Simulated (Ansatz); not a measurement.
YIn:
```
CELL_PARAMETERS angstrom
      3.75605     0.00000     0.00000
      0.00000     3.75605     0.00000
      0.00000     0.00000     3.75605
ATOMIC_POSITIONS crystal
  In 0.00000 0.00000 0.00000
  Y  0.50000 0.50000 0.50000
```

Relaxed with r²SCAN.

Q: Map the electron localisation function on the plane through (0.000, 0.000, 0.000) spanned by u = [1, 0, 0] and v = [0, 1, 1] in lattice vectors, from r²SCAN in the plane-wave PAW code Ansatz.

A: x is the fraction of u, y of v (the angle between them is 90°; rows are the nearest grid lines); atoms in the plane: In at (0.00, 0.00), Y at (0.50, 0.50).
```
|   .:::=++++=:::.   |
|   .-::=++++=::-.   |
|  .:-:-=++++=-:-:.  |
|:-----========-----:|
|-::--==--::--==--::-|
|---==-:......:-==---|
|====-:. .... .:-====|
|++=-....:--:....-=++|
|==-...:+#%%#+:...-==|
|-:. .+%@@@@@@%+. .:-|
|::..-#@@@##@@@#-..::|
|:...=%@@#==#@@%=...:|
|:...=%@@#==#@@%=...:|
|::..-#@@@##@@@#-..::|
|-:. .+%@@@@@@%+. .:-|
|==-...:+#%%#+:...-==|
|++=-....:--:....-=++|
|====-:. .... .:-====|
|---==-:......:-==---|
|-::--==--::--==--::-|
|:-----========-----:|
|  .:-:-=++++=-:-:.  |
|   .-::=++++=::-.   |
|   .:::=++++=:::.   |
```
Scale: ten equal steps from 0.000 (start of ' ') to 0.854 (end of '@'), in the order ' .:-=+*#%@'; x runs from 0.000 to 1.00, y from 0.000 (bottom) to 1.00 (top).

The density is the valence pseudo-density with augmentation charge, so density and ELF within about 1 Å of a nucleus are not all-electron values.

Space group Pm-3m (CsCl type). The workflow started from an entry of the Crystallography Open Database (COD). Whether it is the stable phase at ambient conditions was not checked. The r²SCAN relaxation kept the symmetry of its start; whether a distortion lowers the energy is not shown. No spin polarisation was allowed.

Potentials: the later of the program's two PAW sets.
